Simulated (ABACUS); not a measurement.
Worked example: self-consistent single point of HfN (Fm-3m, 2 atoms in the cell; from Materials Project mp-2828, changed as shown) in ABACUS.

Computed with PBEsol, PseudoDojo 0.4 standard norm-conserving PBEsol (tails mended) pseudopotentials (plane waves; ABACUS).

The change in words: volume scaled by 1.02. Reference geometry (Fm-3m):
```yaml
crystal:
  lattice:
    - [0.00000, 2.24751, 2.24751]
    - [2.24751, 0.00000, 2.24751]
    - [2.24751, 2.24751, 0.00000]
  atoms:
    - { symbol: Hf, position: [0.00000, 0.00000, 0.00000] }
    - { symbol: N, position: [0.50000, 0.50000, 0.50000] }
```

Reference input (self-consistent single point, DFT, PBEsol, plane waves, PseudoDojo 0.4 standard norm-conserving PBEsol (tails mended) pseudopotentials): KPT = Gamma 18 18 18 0 0 0; basis_type = pw; dft_functional = PBESOL; ecutwfc = 84 Ry; smearing_method = gaussian; smearing_sigma = 0.0146997 Ry; potentials = PseudoDojo 0.4 standard norm-conserving PBEsol (tails mended); symmetry = 1; ks_solver = dav_subspace; scf_nmax = 100; scf_thr = 1.0e-09 Ry; mixing_type = broyden. This run's input differs from it in these lines:

```diff
@@ -27,5 +27,5 @@
 LATTICE_VECTORS
-   0.0000000000    2.2475130000    2.2475130000
-   2.2475130000    0.0000000000    2.2475130000
-   2.2475130000    2.2475130000    0.0000000000
+   0.0000000000    2.2623980000    2.2623980000
+   2.2623980000    0.0000000000    2.2623980000
+   2.2623980000    2.2623980000    0.0000000000
 
@@ -42,3 +42,3 @@
 1
-   2.2475130000    2.2475130000    2.2475130000 1 1 1
+   2.2623980000    2.2623980000    2.2623980000 1 1 1
 # file: KPT
```

Output (repeated stretches shortened):

```
 SELF-CONSISTENT
 -------------------------------------------
                                 init_chg = atomic

 PW ALGORITHM --------------- ION=   1  ELEC=   1--------------------------------

 Density error is 0.48532087947
                          Error Threshold = 0.01
 E_KohnSham     -133.4689542502      -1815.9382839037
 E_Fermi        1.3607403032         18.5138216219

 PW ALGORITHM --------------- ION=   1  ELEC=   2--------------------------------

 Density error is 0.934131151133
                          Error Threshold = 0.00285482870276
 E_KohnSham     -133.5387853719      -1816.8883850575
   [... lines left out ...]

 Density error is 5.50052347794e-08
                          Error Threshold = 3.39607260233e-09
 E_KohnSham     -133.7156521675      -1819.2947812644
 E_Fermi        1.3585812597         18.4844463279

 PW ALGORITHM --------------- ION=   1  ELEC=   8--------------------------------

 Density error is 2.68145071187e-10
                          Error Threshold = 3.23560204585e-10
 E_KohnSham     -133.7156521762      -1819.2947813826
 E_KS(sigma->0) -133.7151796078      -1819.2883517596
 E_entropy(-TS) -0.0009451368        -0.0128592459
 E_Fermi        1.3585978325         18.4846718125
 charge density convergence is achieved
 final etot is -1819.2947814 eV
 EFERMI = 18.484671813 eV

 STATE ENERGY(eV) AND OCCUPATIONS    NSPIN == 1
   [... 16 lines left out ...]

 TOTAL-FORCE (eV/Angstrom)
                       Hf1         0.0000000000         0.0000000000         0.0000000000
                        N1         0.0000000000         0.0000000000         0.0000000000

 TOTAL-STRESS (KBAR)
       -50.5797683789         0.0000000000         0.0000000000
         0.0000000000       -50.5797683789        -0.0000000000
         0.0000000000        -0.0000000000       -50.5797683789
 TOTAL-PRESSURE: -50.579768 KBAR

 --------------------------------------------
 !FINAL_ETOT_IS -1819.2947813825680896 eV
 --------------------------------------------
```

The run converged in 8 iterations. Against the reference run the free energy rises by 3.3 meV/atom and the pressure goes from 0.42 to -5.06 GPa.

The structure comes from a collection of computed structures, made at another level of theory; the collection holds predicted forms beside known ones. Its lattice was then scaled.

Cost on one core: about 2.3 core-minutes (a rough figure).

“Tails mended”: in these copies of the files the far tail of each local potential was reset to the Coulomb form.
